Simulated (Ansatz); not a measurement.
Geometry optimisation in Ansatz: input, command and trajectory.

```yaml
crystal:
  lattice:
    - [2.9941105892, 0.0, 0.0]
    - [-1.4970552946, 2.592975832, 0.0]
    - [0.0, 0.0, 13.4284184801]
  atoms:
    - { symbol: Al, position: [0.3333333333, 0.6666666667, 0.75] }
    - { symbol: Al, position: [0.6666666667, 0.3333333333, 0.25] }
    - { symbol: Nb, position: [0.3333333333, 0.6666666667, 0.0908953466] }
    - { symbol: Nb, position: [0.6666666667, 0.3333333333, 0.5908953466] }
    - { symbol: Nb, position: [0.6666666667, 0.3333333333, 0.9091046534] }
    - { symbol: Nb, position: [0.3333333333, 0.6666666667, 0.4091046534] }
    - { symbol: C, position: [0.0, 0.0, 0.0] }
    - { symbol: C, position: [0.0, 0.0, 0.5] }
basis:
  ecutwfc: 420
kpoints:
  mp_grid: { grid: [12, 12, 4] }
hamiltonian:
  xc: pbesol
scf:
  occupations: { method: gaussian, width: 0.1 }
output:
  forces: true
  stress: true
  eigenvalues: true
relax:
  adjacent_minimum: "off"
  f_tol: 0.01
  max_steps: 30
  cell: { stress_tol: 0.1, fix: [volume] }
```

```bash
ansatz run input.yaml --threads 2 --pin off --max-ram 5120MiB --backend cpu --events-out ev --progress --plain --runs-dir out
```

Level of theory: Ansatz 0.2.0, DFT PBEsol, scalar-relativistic, plane waves, PAW.

The volume is held at 0.91 times that of the relaxed cell.

Of 4 frames 3 are shown, positions in Å and forces in eV/Å; the SCF threshold varies from step to step. Steps run on the plane waves of an earlier cell, with a Pulay correction in the pressure. The basis is chosen afresh for the last frame, the zero of the energies, and at times for earlier ones too; energy and pressure step there, also at an unchanged geometry.

```xyz
8
Lattice="2.9941 0.0000 0.0000 -1.4971 2.5930 0.0000 0.0000 0.0000 13.4284" Properties=species:S:1:pos:R:3:forces:R:3 pbc="T T T" step=1 free_energy_over_end_meV_per_atom=1.23 pressure_GPa=22.56
Al    0.0000    1.7287   10.0713    0.0000    0.0000    0.0000
Al    1.4971    0.8643    3.3571    0.0000    0.0000    0.0000
Nb    0.0000    1.7287    1.2206    0.0000    0.0000    0.4071
Nb    1.4971    0.8643    7.9348    0.0000    0.0000    0.4071
Nb    1.4971    0.8643   12.2078    0.0000    0.0000   -0.4071
Nb    0.0000    1.7287    5.4936    0.0000    0.0000   -0.4071
C     0.0000    0.0000    0.0000    0.0000    0.0000    0.0000
C     0.0000    0.0000    6.7142    0.0000    0.0000    0.0000
8
Lattice="2.9912 0.0000 0.0000 -1.4956 2.5904 0.0000 0.0000 0.0000 13.4549" Properties=species:S:1:pos:R:3:forces:R:3 pbc="T T T" step=2 free_energy_over_end_meV_per_atom=0.57 pressure_GPa=21.03
Al    0.0000    1.7269   10.0912    0.0000    0.0000    0.0000
Al    1.4956    0.8635    3.3637    0.0000    0.0000    0.0000
Nb    0.0000    1.7269    1.2428    0.0000    0.0000   -0.2696
Nb    1.4956    0.8635    7.9703    0.0000    0.0000   -0.2696
Nb    1.4956    0.8635   12.2121    0.0000    0.0000    0.2696
Nb    0.0000    1.7269    5.4846    0.0000    0.0000    0.2696
C     0.0000    0.0000    0.0000    0.0000    0.0000    0.0000
C     0.0000    0.0000    6.7275    0.0000    0.0000    0.0000
8
Lattice="2.9937 0.0000 0.0000 -1.4969 2.5926 0.0000 0.0000 0.0000 13.4320" Properties=species:S:1:pos:R:3:forces:R:3 pbc="T T T" step=4 free_energy_over_end_meV_per_atom=0.00 pressure_GPa=21.62
Al    0.0000    1.7284   10.0740    0.0000    0.0000    0.0000
Al    1.4969    0.8642    3.3580    0.0000    0.0000    0.0000
Nb    0.0000    1.7284    1.2330    0.0000    0.0000   -0.0024
Nb    1.4969    0.8642    7.9490    0.0000    0.0000   -0.0024
Nb    1.4969    0.8642   12.1990    0.0000    0.0000    0.0024
Nb    0.0000    1.7284    5.4830    0.0000    0.0000    0.0024
C     0.0000    0.0000    0.0000    0.0000    0.0000    0.0000
C     0.0000    0.0000    6.7160    0.0000    0.0000    0.0000
```

It took 9.6 s on 2 threads of AMD EPYC 9R45 96-Core Processor (Zen 5), on a shared host, peak memory 0.56 GiB.